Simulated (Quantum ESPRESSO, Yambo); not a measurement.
**Levels of theory for the gap of Li$_{3}$BrO**

Li$_{3}$BrO (anti-perovskite, space group Pm-3m, No. 221): one geometry, one set of PBEsol (pw.x of Quantum ESPRESSO, ONCV potentials, with spin-orbit coupling) orbitals, self-energies from Yambo (4×4×4 Γ-centred k mesh, bands 7 to 174 and a 7 Ry block in the screening, 174 bands in G with the Bruneval-Gonze terminator, plasmon pole fitted at 27.2 eV).

The geometry is that of Materials Project entry mp-28593, symmetrised and not relaxed again.

```json
[
 {"level": "PBEsol (Quantum ESPRESSO)", "gap M → M (eV)": "4.29", "rough Yambo cost": "–"},
 {"level": "exchange only (Hartree-Fock self-energy on PBEsol orbitals)", "gap M → M (eV)": "13.89", "rough Yambo cost": "about 1/10 (11 states)"},
 {"level": "static COHSEX@PBEsol", "gap M → M (eV)": "7.39", "rough Yambo cost": "within a factor of two (2 states)"},
 {"level": "G0W0@PBEsol, plasmon pole", "gap M → M (eV)": "6.33", "rough Yambo cost": "1 (11 states)"},
 {"level": "G0W0@PBEsol, multipole fit to 8 frequencies, no terminator", "gap M → M (eV)": "6.21", "rough Yambo cost": "within a factor of two (2 states)"},
 {"level": "G0W0@PBEsol, plasmon pole, no terminator", "gap M → M (eV)": "6.20", "rough Yambo cost": "about 1/20 (2 states, screening reused)"}
]
```

Bare exchange has no screening and gives the widest gap; static COHSEX screens it but leaves out the frequency dependence, which G0W0 restores.

Costs are rough ratios of core time on shared machines.

Nearest settings tried, and what they do to the gap: 112 bands in W, 112 bands in G: +7 meV; 6 Ry block (123 vectors against 147): -28 meV; 2×2×2 mesh: -215 meV. So the settings aren't converged at that level.

The cell is held in this high symmetry; tilts and polar distortions were not searched.
